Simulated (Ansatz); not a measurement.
# HfSi$_{2}$O$_{6}$ (C2) at 3 levels of theory

One geometry, relaxed with PBE; plane waves with PAW potentials in Ansatz, scalar-relativistic. No spin polarisation. Gaps are the least over mesh and band path; pressure is positive in compression.

```cif
data_structure
_symmetry_space_group_name_H-M 'C2'
_symmetry_Int_Tables_number 5
_cell_length_a 9.9106
_cell_length_b 5.0078
_cell_length_c 5.8812
_cell_angle_alpha 90.000
_cell_angle_beta 91.780
_cell_angle_gamma 90.000
_cell_volume 291.75
loop_
_atom_site_label
_atom_site_type_symbol
_atom_site_symmetry_multiplicity
_atom_site_Wyckoff_symbol
_atom_site_fract_x
_atom_site_fract_y
_atom_site_fract_z
_atom_site_occupancy
Hf1 Hf 2 b 0.00000 0.54101 0.50000 1
Si1 Si 4 c 0.74696 0.73202 0.84485 1
O1 O 4 c 0.88955 0.31804 0.29751 1
O2 O 4 c 0.76984 0.92242 0.06935 1
O3 O 4 c 0.62283 0.25117 0.31724 1
```

| level | cutoff (eV) | k mesh | gap (eV) | pressure (GPa) |
| --- | --- | --- | --- | --- |
| PBE | 420 | 6×6×4 | 5.03 | 0.0 |

Q: What comes out on the same cell with r2SCAN, PBEsol?

A:
```csv
level,cutoff (eV),k mesh,gap (eV),pressure (GPa)
r2SCAN,500,6×6×4,5.58,-4.0
PBEsol,420,6×6×4,4.95,-2.7
```

Spin-orbit coupling matters for the bands of heavy elements and is left out.

The structure comes from a generated guess; another structure or a mixture of phases may lie lower.
